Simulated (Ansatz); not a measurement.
input.yaml

```yaml
crystal:
  lattice:
    - [5.1959501313, 0.0, 0.0]
    - [-2.5979750656, 4.4998248105, 0.0]
    - [0.0, 0.0, 4.23996]
  atoms:
    - { symbol: Mn, position: [0.33333333, 0.66666667, 0.75], spin: 4.34 }
    - { symbol: Mn, position: [0.66666667, 0.33333333, 0.25], spin: 4.34 }
    - { symbol: Cu, position: [0.668147, 0.8340735, 0.25] }
    - { symbol: Cu, position: [0.1659265, 0.331853, 0.25] }
    - { symbol: Cu, position: [0.331853, 0.1659265, 0.75] }
    - { symbol: Cu, position: [0.8340735, 0.1659265, 0.75] }
    - { symbol: Cu, position: [0.8340735, 0.668147, 0.75] }
    - { symbol: Cu, position: [0.1659265, 0.8340735, 0.25] }
basis:
  ecutwfc: 500
kpoints:
  mp_grid: { grid: [12, 12, 8] }
hamiltonian:
  xc: r2scan
scf:
  occupations: { method: gaussian, width: 0.1 }
output:
  forces: true
  stress: true
  eigenvalues: true
  populations: true
magnetization:
  spin_polarized: true
relax:
  adjacent_minimum: "off"
  f_tol: 0.005
  max_steps: 80
  cell: { stress_tol: 0.05 }
```

Command:
```bash
ansatz run input.yaml --threads 2 --pin off --max-ram 5120MiB --backend cpu --events-out ev --progress --plain --runs-dir out
```

Level of theory: DFT r2SCAN, scalar-relativistic, plane waves, PAW in Ansatz 0.2.0.

Abridged output (iterations and final results):

```
SCF iter   1: F=—  HF=-47599.266354 eV  |F-HF|=—  |Δ(HF+E_count)|=         —  Δρ=1.40e-1 (↑9.63e-2 ↓1.40e-1) dr2=3.87e1  dr2_τ=3.78e-2  dr2_m=4.52e-1  M=8.720 μB ∫|m|=9.195 μB  β_m=1.00  ethr=3.10e-3  ⟨swp⟩=4.1  Hψ=51373  notcnv=0  defer=166
Mixer restart at iter 1: flushing history
spin=Collinear: Kerker preconditioning applied to the charge; magnetization (m = ρ↑ − ρ↓) channel mixes plain (no charge-response kernel on spin).
SCF iter   2: F=—  HF=-47595.383220 eV  |F-HF|=—  |Δ(HF+E_count)|=    3.88e0  Δρ=1.91e-2 (↑1.91e-2 ↓1.46e-2) dr2=1.12e0  dr2_τ=6.74e-2  dr2_m=3.03e-2  M=8.433 μB ∫|m|=9.205 μB  β_m=1.00  ethr=3.10e-3  ⟨swp⟩=2.8  Hψ=35451  notcnv=0  defer=2018  κ⁻¹=1.0e0(r=1)
SCF iter   3: F=—  HF=-47595.740088 eV  |F-HF|=—  |Δ(HF+E_count)|=   3.57e-1  Δρ=3.04e-2 (↑2.33e-2 ↓3.04e-2) dr2=2.86e0  dr2_τ=2.14e-3  dr2_m=1.34e-2  M=8.472 μB ∫|m|=9.334 μB  β_m=1.00  ethr=7.76e-4  ⟨swp⟩=2.0  Hψ=28329  notcnv=0  defer=2048  κ⁻¹=2.9e-3(r=2)
SCF iter   4: F=—  HF=-47595.290236 eV  |F-HF|=—  |Δ(HF+E_count)|=   4.50e-1  Δρ=7.78e-3 (↑7.20e-3 ↓7.78e-3) dr2=2.35e-1  dr2_τ=5.27e-4  dr2_m=9.02e-4  M=8.392 μB ∫|m|=9.391 μB  β_m=1.00  ethr=7.76e-4  ⟨swp⟩=2.0  Hψ=25597  notcnv=0  defer=2048  κ⁻¹=6.9e-4(r=3)
SCF iter   5: F=—  HF=-47595.244013 eV  |F-HF|=—  |Δ(HF+E_count)|=         —  Δρ=9.90e-3 (↑8.67e-3 ↓9.90e-3) dr2=1.46e-1  dr2_τ=3.48e-4  dr2_m=5.41e-4  M=8.386 μB ∫|m|=9.395 μB  β_m=1.00  ethr=1.63e-4  ⟨swp⟩=2.0  Hψ=29304  notcnv=0  defer=2058
Mixer restart at iter 5: flushing history
SCF iter   6: F=—  HF=-47595.349360 eV  |F-HF|=—  |Δ(HF+E_count)|=   1.05e-1  Δρ=9.55e-3 (↑8.31e-3 ↓9.55e-3) dr2=1.38e-1  dr2_τ=5.40e-4  dr2_m=4.63e-4  M=8.399 μB ∫|m|=9.378 μB  β_m=1.00  ethr=1.02e-4  ⟨swp⟩=1.3  Hψ=17580  notcnv=0  defer=2058  κ⁻¹=1.0e0(r=1)
SCF iter   7: F=—  HF=-47595.406755 eV  |F-HF|=—  |Δ(HF+E_count)|=   5.74e-2  Δρ=8.28e-3 (↑7.33e-3 ↓8.28e-3) dr2=1.12e-1  dr2_τ=5.20e-4  dr2_m=2.74e-4  M=8.409 μB ∫|m|=9.375 μB  β_m=1.00  ethr=9.55e-5  ⟨swp⟩=1.5  Hψ=18340  notcnv=0  defer=2058  κ⁻¹=9.3e-2(r=2)
SCF iter   8: F=—  HF=-47595.498201 eV  |F-HF|=—  |Δ(HF+E_count)|=   9.14e-2  Δρ=2.60e-3 (↑2.10e-3 ↓2.60e-3) dr2=1.69e-2  dr2_τ=3.26e-5  dr2_m=7.68e-5  M=8.442 μB ∫|m|=9.372 μB  β_m=1.00  ethr=7.75e-5  ⟨swp⟩=2.0  Hψ=26822  notcnv=0  defer=2058  κ⁻¹=6.9e-4(r=3)
SCF iter   9: F=—  HF=-47595.495422 eV  |F-HF|=—  |Δ(HF+E_count)|=   2.78e-3  Δρ=1.36e-3 (↑1.14e-3 ↓1.36e-3) dr2=5.52e-3  dr2_τ=2.29e-5  dr2_m=3.41e-5  M=8.446 μB ∫|m|=9.371 μB  β_m=1.00  ethr=1.17e-5  ⟨swp⟩=1.0  Hψ=17480  notcnv=0  defer=2058  κ⁻¹=4.7e-4(r=4)
SCF iter  10: F=—  HF=-47595.494228 eV  |F-HF|=—  |Δ(HF+E_count)|=   1.19e-3  Δρ=3.93e-4 (↑2.98e-4 ↓3.93e-4) dr2=2.46e-4  dr2_τ=2.92e-6  dr2_m=2.72e-6  M=8.447 μB ∫|m|=9.369 μB  β_m=1.00  ethr=3.83e-6  ⟨swp⟩=2.0  Hψ=26169  notcnv=0  defer=2058  κ⁻¹=3.0e-4(r=5)
SCF iter  11: F=—  HF=-47595.494455 eV  |F-HF|=—  |Δ(HF+E_count)|=   2.27e-4  Δρ=4.88e-4 (↑3.92e-4 ↓4.88e-4) dr2=5.05e-4  dr2_τ=1.16e-6  dr2_m=2.76e-6  M=8.447 μB ∫|m|=9.369 μB  β_m=1.00  ethr=1.71e-7  ⟨swp⟩=2.0  Hψ=27624  notcnv=0  defer=2058  κ⁻¹=4.5e-5(r=6)
SCF iter  12: F=—  HF=-47595.494433 eV  |F-HF|=—  |Δ(HF+E_count)|=   2.22e-5  Δρ=1.33e-4 (↑1.05e-4 ↓1.33e-4) dr2=5.03e-5  dr2_τ=1.31e-7  dr2_m=4.26e-7  M=8.446 μB ∫|m|=9.369 μB  β_m=1.00  ethr=1.71e-7  ⟨swp⟩=2.0  Hψ=27583  notcnv=0  defer=2058  κ⁻¹=2.9e-5(r=7)
SCF iter  13: F=—  HF=-47595.494432 eV  |F-HF|=—  |Δ(HF+E_count)|=   7.44e-7  Δρ=5.52e-5 (↑5.52e-5 ↓4.86e-5) dr2=5.19e-6  dr2_τ=4.24e-8  dr2_m=6.73e-8  M=8.447 μB ∫|m|=9.369 μB  β_m=1.00  ethr=3.49e-8  ⟨swp⟩=2.0  Hψ=27614  notcnv=0  defer=2058  κ⁻¹=5.4e-6(r=8)
SCF iter  14: F=—  HF=-47595.494436 eV  |F-HF|=—  |Δ(HF+E_count)|=   4.02e-6  Δρ=4.15e-5 (↑4.15e-5 ↓3.22e-5) dr2=3.43e-6  dr2_τ=3.11e-8  dr2_m=6.21e-8  M=8.447 μB ∫|m|=9.369 μB  β_m=1.00  ethr=3.61e-9  ⟨swp⟩=2.0  Hψ=25138  notcnv=0  defer=2058  κ⁻¹=1.2e-6(r=8)
SCF iter  15: F=—  HF=-47595.494439 eV  |F-HF|=—  |Δ(HF+E_count)|=   2.48e-6  Δρ=1.30e-5 (↑1.30e-5 ↓1.09e-5) dr2=3.90e-7  dr2_τ=5.39e-9  dr2_m=1.08e-8  M=8.447 μB ∫|m|=9.369 μB  β_m=1.00  ethr=2.38e-9  ⟨swp⟩=2.0  Hψ=30053  notcnv=0  defer=2058  κ⁻¹=1.5e-7(r=8)
SCF iter  16: F=—  HF=-47595.494439 eV  |F-HF|=—  |Δ(HF+E_count)|=   1.13e-7  Δρ=7.30e-6 (↑6.99e-6 ↓7.30e-6) dr2=5.87e-8  dr2_τ=1.41e-9  dr2_m=3.28e-10  M=8.447 μB ∫|m|=9.369 μB  β_m=1.00  ethr=2.71e-10  ⟨swp⟩=2.0  Hψ=29679  notcnv=0  defer=2058  κ⁻¹=9.2e-7(r=8)
SCF iter  17: F=—  HF=-47595.494439 eV  |F-HF|=—  |Δ(HF+E_count)|=   2.82e-7  Δρ=1.01e-5 (↑8.75e-6 ↓1.01e-5) dr2=1.78e-7  dr2_τ=4.09e-10  dr2_m=1.25e-9  M=8.447 μB ∫|m|=9.369 μB  β_m=1.00  ethr=4.08e-11  ⟨swp⟩=2.0  Hψ=31264  notcnv=0  defer=2058  κ⁻¹=3.7e-7(r=8)
SCF iter  18: F=—  HF=-47595.494439 eV  |F-HF|=—  |Δ(HF+E_count)|=   3.56e-8  Δρ=2.94e-6 (↑2.94e-6 ↓1.94e-6) dr2=1.63e-8  dr2_τ=7.39e-11  dr2_m=3.39e-10  M=8.447 μB ∫|m|=9.369 μB  β_m=1.00  ethr=4.08e-11  ⟨swp⟩=2.0  Hψ=30057  notcnv=0  defer=2058  κ⁻¹=4.0e-7(r=8)
SCF iter  19: F=-47595.494439 eV  HF=-47595.494439 eV  |F-HF|=5.69e-9  |Δ(HF+E_count)|=   2.00e-9  Δρ=1.59e-6 (↑1.59e-6 ↓9.44e-7) dr2=5.46e-9  dr2_τ=1.75e-11  dr2_m=2.09e-10  M=8.447 μB ∫|m|=9.369 μB  ethr=1.13e-11  ⟨swp⟩=7.6  Hψ=74097  notcnv=0
SCF 1 converged in 19 iterations: F = -47595.494439 eV  dr2 = 5.46e-9
relax step   1: F+E_penalty+E_count = -47595.49443890 eV  Δ(F+E_penalty+E_count) = +0.000e0 eV  max|allowed force component| = 2.196e-1 eV/Å  Δτ_max = 0.0000 Å  P = -0.674 GPa  Ω = 99.134 Å³  (19 SCF iters, dr2 threshold 1.00e-7 eV, accepted)
Crystal: 8 atoms, lattice volume = 98.861 Å³
Initial density: handed on by an earlier stage of this run
Starting moments: Σ|m| = 8.68 μB on 2 of 8 sites; this step starts from the density that it was given
Initial wavefunctions: those handed on with the density
SCF iter   1: F=—  HF=-47595.483349 eV  |F-HF|=—  |Δ(HF+E_count)|=         —  Δρ=1.41e-3 (↑7.30e-4 ↓1.41e-3) dr2=2.78e-3  dr2_τ=6.11e-3  dr2_m=1.85e-4  M=8.454 μB ∫|m|=9.372 μB  β_m=1.00  ethr=1.95e-6  ⟨swp⟩=2.2  Hψ=67198  notcnv=0
spin=Collinear: Kerker preconditioning applied to the charge; magnetization (m = ρ↑ − ρ↓) channel mixes plain (no charge-response kernel on spin).
SCF iter   2: F=—  HF=-47595.503599 eV  |F-HF|=—  |Δ(HF+E_count)|=   2.03e-2  Δρ=4.67e-4 (↑4.20e-4 ↓4.67e-4) dr2=3.02e-4  dr2_τ=1.14e-5  dr2_m=7.82e-6  M=8.450 μB ∫|m|=9.369 μB  β_m=1.00  ethr=1.93e-6  ⟨swp⟩=2.0  Hψ=31202  notcnv=0  κ⁻¹=1.0e0(r=1)
SCF iter   3: F=—  HF=-47595.503612 eV  |F-HF|=—  |Δ(HF+E_count)|=   1.32e-5  Δρ=3.23e-4 (↑3.17e-4 ↓3.23e-4) dr2=1.80e-4  dr2_τ=8.27e-7  dr2_m=2.20e-7  M=8.451 μB ∫|m|=9.370 μB  β_m=1.00  ethr=2.10e-7  ⟨swp⟩=2.2  Hψ=25407  notcnv=0  κ⁻¹=8.4e-3(r=2)
SCF iter   4: F=—  HF=-47595.503604 eV  |F-HF|=—  |Δ(HF+E_count)|=   8.74e-6  Δρ=2.07e-4 (↑2.07e-4 ↓2.06e-4) dr2=7.91e-5  dr2_τ=4.13e-7  dr2_m=7.64e-8  M=8.451 μB ∫|m|=9.370 μB  β_m=1.00  ethr=1.25e-7  ⟨swp⟩=1.0  Hψ=17480  notcnv=0  κ⁻¹=2.8e-3(r=3)
SCF iter   5: F=—  HF=-47595.503618 eV  |F-HF|=—  |Δ(HF+E_count)|=   1.42e-5  Δρ=5.73e-5 (↑5.04e-5 ↓5.73e-5) dr2=1.46e-5  dr2_τ=4.26e-8  dr2_m=2.92e-8  M=8.451 μB ∫|m|=9.370 μB  β_m=1.00  ethr=5.49e-8  ⟨swp⟩=2.0  Hψ=30375  notcnv=0  κ⁻¹=2.3e-5(r=4)
   ...
SCF iter   4: F=—  HF=-47595.509519 eV  |F-HF|=—  |Δ(HF+E_count)|=   5.36e-8  Δρ=1.68e-5 (↑1.45e-5 ↓1.68e-5) dr2=1.04e-6  dr2_τ=1.90e-9  dr2_m=3.17e-9  M=8.463 μB ∫|m|=9.377 μB  β_m=1.00  ethr=1.14e-9  ⟨swp⟩=1.0  Hψ=17480  notcnv=0  κ⁻¹=5.9e-4(r=3)
SCF iter   5: F=—  HF=-47595.509519 eV  |F-HF|=—  |Δ(HF+E_count)|=   3.91e-7  Δρ=7.53e-6 (↑6.75e-6 ↓7.53e-6) dr2=1.96e-7  dr2_τ=5.88e-10  dr2_m=1.22e-9  M=8.463 μB ∫|m|=9.377 μB  β_m=1.00  ethr=7.21e-10  ⟨swp⟩=2.0  Hψ=24265  notcnv=0  κ⁻¹=4.5e-5(r=4)
SCF iter   6: F=—  HF=-47595.509519 eV  |F-HF|=—  |Δ(HF+E_count)|=   2.25e-7  Δρ=5.71e-6 (↑5.45e-6 ↓5.71e-6) dr2=9.01e-8  dr2_τ=1.87e-10  dr2_m=7.22e-11  M=8.464 μB ∫|m|=9.378 μB  β_m=1.00  ethr=1.36e-10  ⟨swp⟩=2.0  Hψ=25087  notcnv=0  κ⁻¹=1.9e-5(r=5)
SCF iter   7: F=—  HF=-47595.509519 eV  |F-HF|=—  |Δ(HF+E_count)|=   3.16e-8  Δρ=2.20e-6 (↑1.96e-6 ↓2.20e-6) dr2=1.31e-8  dr2_τ=2.31e-10  dr2_m=4.15e-11  M=8.464 μB ∫|m|=9.378 μB  β_m=1.00  ethr=6.26e-11  ⟨swp⟩=2.0  Hψ=28200  notcnv=0  κ⁻¹=4.7e-6(r=6)
SCF iter   8: F=-47595.509519 eV  HF=-47595.509519 eV  |F-HF|=5.13e-9  |Δ(HF+E_count)|=   2.74e-9  Δρ=2.52e-6 (↑2.15e-6 ↓2.52e-6) dr2=9.53e-9  dr2_τ=1.35e-10  dr2_m=1.61e-10  M=8.464 μB ∫|m|=9.378 μB  ethr=9.09e-12  ⟨swp⟩=2.4  Hψ=48078  notcnv=0
SCF 4 converged in 8 iterations: F = -47595.509519 eV  dr2 = 9.53e-9
relax step   4: F+E_penalty+E_count = -47595.50951926 eV  Δ(F+E_penalty+E_count) = +6.536e-7 eV  max|allowed force component| = 3.395e-4 eV/Å  Δτ_max = 0.0001 Å  P = -0.004 GPa  Ω = 98.711 Å³  energy of the carried Pulay correction = +2.469e-4 eV  (8 SCF iters, dr2 threshold 3.81e-8 eV, accepted)
Initial wavefunctions: pseudopotential atomic-orbital guess (no wavefunctions were taken with the density)
SCF iter   1: F=—  HF=-47595.509268 eV  |F-HF|=—  |Δ(HF+E_count)|=         —  Δρ=4.34e-6 (↑4.34e-6 ↓4.24e-6) dr2=2.89e-8  dr2_τ=8.42e-9  dr2_m=2.57e-9  M=8.464 μB ∫|m|=9.378 μB  β_m=1.00  ethr=2.23e-9  ⟨swp⟩=4.1  Hψ=117765  notcnv=0
spin=Collinear: Kerker preconditioning applied to the charge; magnetization (m = ρ↑ − ρ↓) channel mixes plain (no charge-response kernel on spin).
SCF iter   2: F=—  HF=-47595.509268 eV  |F-HF|=—  |Δ(HF+E_count)|=   4.68e-7  Δρ=5.17e-6 (↑5.17e-6 ↓4.80e-6) dr2=6.76e-8  dr2_τ=1.63e-9  dr2_m=2.96e-10  M=8.464 μB ∫|m|=9.378 μB  β_m=1.00  ethr=2.00e-11  ⟨swp⟩=2.0  Hψ=30442  notcnv=0  κ⁻¹=1.0e0(r=1)
SCF iter   3: F=—  HF=-47595.509268 eV  |F-HF|=—  |Δ(HF+E_count)|=  4.66e-10  Δρ=4.99e-6 (↑4.99e-6 ↓4.69e-6) dr2=6.38e-8  dr2_τ=1.58e-9  dr2_m=2.34e-10  M=8.464 μB ∫|m|=9.378 μB  β_m=1.00  ethr=2.00e-11  ⟨swp⟩=1.0  Hψ=17480  notcnv=0  κ⁻¹=1.2e-3(r=2)
SCF iter   4: F=—  HF=-47595.509268 eV  |F-HF|=—  |Δ(HF+E_count)|=   4.32e-9  Δρ=1.74e-6 (↑1.74e-6 ↓1.60e-6) dr2=5.32e-9  dr2_τ=2.53e-10  dr2_m=2.50e-10  M=8.464 μB ∫|m|=9.378 μB  β_m=1.00  ethr=2.00e-11  ⟨swp⟩=2.0  Hψ=27298  notcnv=0  κ⁻¹=1.1e-4(r=3)
SCF iter   5: F=—  HF=-47595.509268 eV  |F-HF|=—  |Δ(HF+E_count)|=   9.70e-9  Δρ=1.04e-6 (↑7.35e-7 ↓1.04e-6) dr2=1.39e-9  dr2_τ=7.00e-11  dr2_m=6.41e-11  M=8.464 μB ∫|m|=9.378 μB  β_m=1.00  ethr=3.70e-12  ⟨swp⟩=2.1  Hψ=24258  notcnv=0  κ⁻¹=9.1e-5(r=4)
SCF iter   6: F=—  HF=-47595.509268 eV  |F-HF|=—  |Δ(HF+E_count)|=   1.08e-8  Δρ=6.60e-7 (↑6.60e-7 ↓6.31e-7) dr2=6.45e-10  dr2_τ=6.26e-11  dr2_m=4.47e-12  M=8.464 μB ∫|m|=9.378 μB  β_m=1.00  ethr=1.00e-12  ⟨swp⟩=2.0  Hψ=28207  notcnv=0  κ⁻¹=4.2e-5(r=5)
SCF iter   7: F=—  HF=-47595.509268 eV  |F-HF|=—  |Δ(HF+E_count)|=   6.66e-9  Δρ=5.85e-7 (↑4.65e-7 ↓5.85e-7) dr2=8.21e-10  dr2_τ=2.57e-11  dr2_m=2.57e-11  M=8.464 μB ∫|m|=9.378 μB  β_m=1.00  ethr=1.00e-12  ⟨swp⟩=2.0  Hψ=24763  notcnv=0  κ⁻¹=3.8e-5(r=6)
SCF iter   8: F=—  HF=-47595.509268 eV  |F-HF|=—  |Δ(HF+E_count)|=   5.27e-9  Δρ=7.12e-7 (↑4.85e-7 ↓7.12e-7) dr2=1.44e-9  dr2_τ=2.46e-11  dr2_m=2.15e-11  M=8.464 μB ∫|m|=9.378 μB  β_m=1.00  ethr=1.00e-12  ⟨swp⟩=2.0  Hψ=25648  notcnv=0  κ⁻¹=3.5e-5(r=7)
SCF iter   9: F=—  HF=-47595.509268 eV  |F-HF|=—  |Δ(HF+E_count)|=   1.03e-8  Δρ=2.47e-7 (↑2.32e-7 ↓2.47e-7) dr2=1.18e-10  dr2_τ=3.54e-12  dr2_m=6.34e-12  M=8.464 μB ∫|m|=9.378 μB  β_m=1.00  ethr=1.00e-12  ⟨swp⟩=2.0  Hψ=30128  notcnv=0  κ⁻¹=1.0e-5(r=8)
SCF iter  10: F=—  HF=-47595.509268 eV  |F-HF|=—  |Δ(HF+E_count)|=  8.73e-11  Δρ=9.24e-8 (↑7.38e-8 ↓9.24e-8) dr2=1.89e-11  dr2_τ=2.27e-13  dr2_m=2.06e-13  M=8.464 μB ∫|m|=9.378 μB  β_m=1.00  ethr=1.00e-12  ⟨swp⟩=1.0  Hψ=17480  notcnv=0  κ⁻¹=1.2e-5(r=8)
SCF iter  11: F=—  HF=-47595.509268 eV  |F-HF|=—  |Δ(HF+E_count)|=  4.37e-11  Δρ=7.18e-8 (↑7.18e-8 ↓7.01e-8) dr2=7.40e-12  dr2_τ=4.22e-14  dr2_m=1.72e-13  M=8.464 μB ∫|m|=9.378 μB  β_m=1.00  ethr=1.00e-12  ⟨swp⟩=1.0  Hψ=17480  notcnv=0  κ⁻¹=1.2e-5(r=8)
SCF iter  12: F=—  HF=-47595.509268 eV  |F-HF|=—  |Δ(HF+E_count)|=  4.37e-11  Δρ=4.65e-8 (↑4.65e-8 ↓4.05e-8) dr2=3.38e-12  dr2_τ=2.40e-14  dr2_m=8.79e-14  M=8.464 μB ∫|m|=9.378 μB  β_m=1.00  ethr=1.00e-12  ⟨swp⟩=1.0  Hψ=17480  notcnv=0  κ⁻¹=1.3e-5(r=8)
SCF iter  13: F=-47595.509268 eV  HF=-47595.509268 eV  |F-HF|=1.46e-11  |Δ(HF+E_count)|=  4.37e-11  Δρ=8.74e-8 (↑6.08e-8 ↓8.74e-8) dr2=2.45e-11  dr2_τ=9.10e-14  dr2_m=2.78e-13  M=8.464 μB ∫|m|=9.378 μB  ethr=1.00e-12  ⟨swp⟩=2.0  Hψ=45673  notcnv=0
SCF 5 converged in 13 iterations: F = -47595.509268 eV  dr2 = 2.45e-11
an SCF from antiferromagnetic starting moments (-4.34, 4.34, 0.00, 0.00, 0.00, 0.00, 0.00, 0.00 Bohr magnetons, atom by atom) was not made, so that it is not known whether that order lies lower: the deck asks for what bars it, or types moments that do (magnetization.spin_polarized, in the input reference, names some of the keys), or the run goes by scf.lower_state_search: light, the default, which as a rule tries one only behind a close that has lost an order of both signs, or on which an open d or half-filled 4f shell of a PAW file has lost a moment that was set nearer to Hund's than to what is left; or, under a Hubbard U, one that names an f shell that the input leaves bare beside given mo ...
SCF converged after 13 iterations
Stability not checked: this state was not tested for a lower state beside it, because the mixer in use, unlike msr1, does not test its closes by its own steps (another_mixer; see scf.mixing.algorithm and scf.lower_state_search)
Magnetization: 8.4636 μB (76.2318 up, 67.7682 down)
Absolute magnetization: 9.3941 μB (∫|ρ↑−ρ↓|, with the PAW one-centre terms)
Spin contamination: 0.5854 ħ² per cell (⟨S²⟩ above its minimum at these occupations)
Per-site moments (μB) at R_I (Å): [(3.93815730, 1.07030504), (3.93815730, 1.07030504), (0.08246918, 1.05059723), (0.08246918, 1.05059723), (0.08246918, 1.05059723), (0.08246918, 1.05059723), (0.08246918, 1.05059723), (0.08246918, 1.05059723)]
Free energy (F): -47595.509268 eV
Harris-Foulkes:  -47595.509268 eV  (|F-HF|=1.46e-11)
Internal energy: -47595.494380 eV  (E = F + TS)
E sigma→0 (E₀):  -47595.501824 eV
Entropy (-TS):   -0.014888 eV (-1.861 meV/atom)
Fermi energy:    16.547275 eV
--- Per-component energies (eV) ---
  E_band       = -2833.929445
  E_kinetic    = 2398.208778
  E_local      = -28552.450485  (includes V_loc(G=0)·N_el)
  E_nonlocal   = 2859.169768
  E_hartree    = 12511.098232
  E_xc         = -720.721853
  E_vxc        = -1069.862621  (∫ρ·V_xc dr)
  E_paw        = -12686.727627  (= ΣΔE_a)
  E_vpaw       = -3567.816398  (= ΣTr[D̂ρ^β])
  E_aug_tail   = 0.000818  (compensation charges beyond the density's cutoff)
  E_vtau       = 76.624218  (kinetic-family band-sum trace: ∫τ·v_τ [+ j·A + Jᵃ·Aᵃ] dr)
  E_ewald      = -23401.699277
  E_core_change = -2.372734  (= ΣΔE_core)
  E_smearing   = -0.014888  (= −TS)
--- Forces (eV/Å), atoms counted from 1 ---
  atom   1  Mn     0.00000000     0.00000000     0.00000000
  atom   2  Mn     0.00000000     0.00000000     0.00000000
  atom   3  Cu     0.00026759     0.00015449     0.00000000
  atom   4  Cu     0.00000000    -0.00030898     0.00000000
  atom   5  Cu    -0.00026759    -0.00015449     0.00000000
  atom   6  Cu     0.00026759    -0.00015449     0.00000000
  atom   7  Cu     0.00000000     0.00030898     0.00000000
  atom   8  Cu    -0.00026759     0.00015449     0.00000000
--- Stress (GPa, compression-positive) ---
        0.000464       0.000000       0.000000
        0.000000       0.000464       0.000000
        0.000000       0.000000      -0.020901
  P = ⅓ Tr σ = -0.0067 GPa (-0.067 kbar)
--- Band table (eV; the first three rows and the last of 190) ---
  k-point 0 ↑: bands = ["-100.3186", "-100.3108", "-100.3108", "-100.3104", "-100.3068", "-100.3068", "-68.6406", "-68.6401", "-56.1706", "-56.1706", "-56.1622", "-56.1622", "-56.1517", "-56.1507", "-56.1460", "-56.1320", "-56.1282", "-56.1282", "-56.1281", "-56.0953", "-56.0953", "-56.0847", "-56.0806", "-56.0806", "-56.0776", "-56.0776", "-36.1429", "-36.1429", "-36.1392", "-36.1392", "-36.0573", "-36.0536", "6.8385", "10.8315", "11.0155", "11.0155", "11.2493", "11.2493", "11.4728", "11.4854", "11.4854", "11.4962", "11.8302", "12.8979", "12.8979", "12.9947", "13.0207", "13.0594", "13.0594", "13.0964", "13.0999", "13.0999", "13.1325", "13.1325", "13.2252", "13.2848", "13.2848", "13.3534", " ...
  k-point 1 ↑: bands = ["-100.3183", "-100.3108", "-100.3107", "-100.3107", "-100.3070", "-100.3070", "-68.6406", "-68.6401", "-56.1716", "-56.1716", "-56.1634", "-56.1634", "-56.1506", "-56.1498", "-56.1459", "-56.1312", "-56.1290", "-56.1256", "-56.1256", "-56.0956", "-56.0956", "-56.0868", "-56.0805", "-56.0805", "-56.0777", "-56.0777", "-36.1427", "-36.1427", "-36.1393", "-36.1393", "-36.0572", "-36.0538", "6.9843", "10.7700", "10.9127", "10.9127", "11.2577", "11.2577", "11.3901", "11.5083", "11.6748", "11.6748", "12.0237", "12.4995", "12.4995", "12.6114", "13.0009", "13.0352", "13.0352", "13.0400", "13.0400", "13.0404", "13.2536", "13.2536", "13.3582", "13.3582", "13.3782", "13.6606", " ...
  k-point 2 ↑: bands = ["-100.3174", "-100.3116", "-100.3102", "-100.3102", "-100.3074", "-100.3074", "-68.6406", "-68.6402", "-56.1735", "-56.1735", "-56.1665", "-56.1665", "-56.1480", "-56.1474", "-56.1457", "-56.1314", "-56.1280", "-56.1193", "-56.1193", "-56.0969", "-56.0969", "-56.0928", "-56.0802", "-56.0802", "-56.0780", "-56.0780", "-36.1423", "-36.1423", "-36.1397", "-36.1397", "-36.0571", "-36.0544", "7.4139", "10.5074", "10.8111", "10.8111", "11.2387", "11.2387", "11.2909", "11.5828", "11.9711", "11.9711", "12.1284", "12.1284", "12.2146", "12.2906", "12.9240", "12.9995", "12.9995", "13.1732", "13.1791", "13.1791", "13.1886", "13.1886", "13.4371", "13.4371", "13.4795", "13.6154", " ...
  k-point 94 ↓: bands = ["-100.1052", "-100.1052", "-100.1037", "-100.1037", "-100.1015", "-100.1015", "-63.0758", "-63.0758", "-55.9580", "-55.9580", "-55.9531", "-55.9531", "-55.9390", "-55.9390", "-55.9289", "-55.9289", "-55.9079", "-55.9079", "-55.9077", "-55.9077", "-55.9063", "-55.9063", "-55.9029", "-55.9029", "-55.8867", "-55.8867", "-30.5777", "-30.5777", "-30.5770", "-30.5770", "-30.5540", "-30.5540", "10.8844", "10.8844", "10.8854", "10.8854", "11.4579", "11.4579", "12.5035", "12.5035", "12.5110", "12.5110", "12.7101", "12.7101", "12.8095", "12.8095", "12.9981", "12.9981", "13.0661", "13.0661", "13.2351", "13.2351", "13.3976", "13.3976", "13.6254", "13.6254", "13.8277", "13.8277", ...
--- Relaxed structure (4 steps of the walk, 4 accepted, 1 SCFs on fresh bases) ---
  F+E_penalty+E_count = -47595.50926771 eV   max|allowed force component| = 3.090e-4 eV/Å   (the final SCF, on the basis selected at the relaxed cell)
  cell:  # Å, volume = 98.7107 Å³
    - [5.18906635, 0.0, 0.0]
    - [-2.59453317, 4.49386328, 0.0]
    - [0.0, 0.0, 4.23306875]
  atoms:
    - { symbol: Mn, position: [0.33333333, 0.66666666, 0.75] }
    - { symbol: Mn, position: [0.66666666, 0.33333333, 0.25] }
    - { symbol: Cu, position: [0.67278604, 0.83639302, 0.25] }
    - { symbol: Cu, position: [0.16360697, 0.32721395, 0.25] }
    - { symbol: Cu, position: [0.32721395, 0.16360697, 0.75] }
    - { symbol: Cu, position: [0.83639302, 0.16360697, 0.75] }
    - { symbol: Cu, position: [0.83639302, 0.67278604, 0.75] }
    - { symbol: Cu, position: [0.16360697, 0.83639302, 0.25] }
--- Löwdin populations: 8 sites ---
  site symbol q [e]    m [muB]
     0     Mn     14.5453     4.2134
     1     Mn     14.5453     4.2134
     2     Cu     18.8816     0.0459
     3     Cu     18.8816     0.0459
     4     Cu     18.8816     0.0459
     5     Cu     18.8816     0.0459
     6     Cu     18.8816     0.0459
     7     Cu     18.8816     0.0459
  spilling = 0.011250 (of n_electrons = 144.000000)
```

The relaxation met its thresholds.

The run took 5.5 min on 2 threads of Intel(R) Xeon(R) 6975P-C (Granite Rapids), on a shared host, peak memory 1.9 GiB.

The state reached may not be the lowest one. Only parallel moments were tried here.